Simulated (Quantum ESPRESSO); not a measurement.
# Strain and stress in Al3MgN4

The results below are calculated, not measured. They come from pw.x of Quantum ESPRESSO 7.5, a plane-wave density functional program, with PseudoDojo standard norm-conserving files (v0.5 for PBE, v0.4.1 for LDA and PBEsol). The cells are made up: elements, strain and atom displacements were drawn at random, and nothing was relaxed. There is no spin polarisation, spin-orbit coupling or dispersion term.

The cell has 8 sites of a rocksalt lattice. Sites 1 to 4 hold Al Al Mg Al; sites 5 to 8 hold N N N N. Cell vectors in Å: (4.075, -0.004, 0.000); (-0.004, 4.075, 0.000); (0.000, 0.000, 4.075). Settings: PBE, cutoff 1143 eV, 6 x 6 x 6 k mesh shifted by half a step, Fermi-Dirac smearing of 0.1 eV.

Each run adds a shear xy (given as the tensor component) to one cell, with the atoms carried along; the vectors above are those of run 4. Stress is positive in tension and P is minus a third of its trace. E is the free energy for each atom above the lowest run shown.

```
run  strain (%)  s_xx (GPa)  s_yy (GPa)  s_zz (GPa)  s_xy (GPa)  P (GPa)  E (meV/atom)
  1       -2.38      -13.62      -13.04      -19.48       -7.58    15.38          9.75
  2       -1.98      -13.55      -13.02      -19.41       -6.27    15.33          6.71
  3       -0.38      -13.36      -13.06      -19.24       -1.11    15.22          0.24
  4       -0.09      -13.34      -13.08      -19.23       -0.20    15.22          0.00
  6        1.55      -13.29      -13.24      -19.42        5.04    15.32          4.38
  7        2.09      -13.30      -13.31      -19.53        6.81    15.38          7.86
  5        0.93           ?           ?           ?           ?        ?             ?
```

A rerun of one of these cells at 1437 eV and k mesh 8 x 8 x 8 moved values by no more than 0.005 eV in the cell's energy, 0.02 GPa in stress and 0.006 eV/Å in force.

## Worked fit

A parabola through the six runs shown gives s_xy = 0.10 + 3.21 e - 0.004 e² GPa, with e in per cent and a scatter of 0.03 GPa. The slope is a stiffness of 321 ± 4 GPa for each unit of this strain at e = 0, twice a shear constant under the stress shown, since the tensor component is half the shear angle. The atoms are clamped, and relaxing them would in general lower it. The error is the larger of the fit's own and the change that a cubic makes, rounded up.

## Withheld run

Question: what s_xy should run 5 give?

The fit gives 3.08 GPa. The calculation gave 3.03 GPa.

| run | strain (%) | s_xx (GPa) | s_yy (GPa) | s_zz (GPa) | s_xy (GPa) | P (GPa) | E (meV/atom) |
| --- | --- | --- | --- | --- | --- | --- | --- |
| 5 | 0.93 | -13.30 | -13.16 | -19.31 | 3.03 | 15.26 | 1.63 |